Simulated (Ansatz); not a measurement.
AlGaAs$_{2}$:
```yaml
crystal:
  lattice:
    - [4.01422, 0.00000, 0.00000]
    - [0.00000, 4.01422, 0.00000]
    - [0.00000, 0.00000, 5.66620]
  atoms:
    - { symbol: Ga, position: [0.00000, 0.00000, 0.00000] }
    - { symbol: As, position: [0.50000, 0.00000, 0.25065] }
    - { symbol: Al, position: [0.50000, 0.50000, 0.50000] }
    - { symbol: As, position: [0.00000, 0.50000, 0.74935] }
```

Relaxed with r²SCAN. Special points in fractions of this cell's reciprocal vectors: Γ (0.000, 0.000, 0.000); X (0.000, 0.500, 0.000); M (0.500, 0.500, 0.000); Z (0.000, 0.000, 0.500); R (0.000, 0.500, 0.500); A (0.500, 0.500, 0.500).

Problem. List the band energies nearest the valence-band maximum at these points for the program Ansatz at the r²SCAN with spin–orbit coupling level (PAW).

Solution. In eV from the valence-band maximum; about four levels below and three above (degenerate sets whole), none deeper than 8.9 eV; points with the same levels are listed once.

```
k                    below                          above
-  -----------------------  -----------------------------
Γ    -0.02 -0.02 0.00 0.00            1.45 1.45 1.75 1.75
X  -1.22 -1.22 -1.16 -1.16            3.20 3.20 3.52 3.52
M  -2.54 -2.54 -2.50 -2.50  1.69 1.69 1.70 1.70 1.71 1.71
Z  -1.58 -1.58 -1.47 -1.47            2.28 2.28 2.71 2.71
R  -1.05 -1.05 -0.96 -0.96            1.37 1.37 2.43 2.43
A  -3.22 -3.22 -3.20 -3.20            4.77 4.77 4.78 4.78
```

Space group P-4m2. The start of the workflow was typed in or built on a structure type; neither database checked (COD, Materials Project) lists it. Whether it is the stable phase at ambient conditions was not checked. The cell was relaxed with r²SCAN under the symmetry of its start; its stability against distortions is not shown here.

Potentials: the later of the program's two PAW sets.
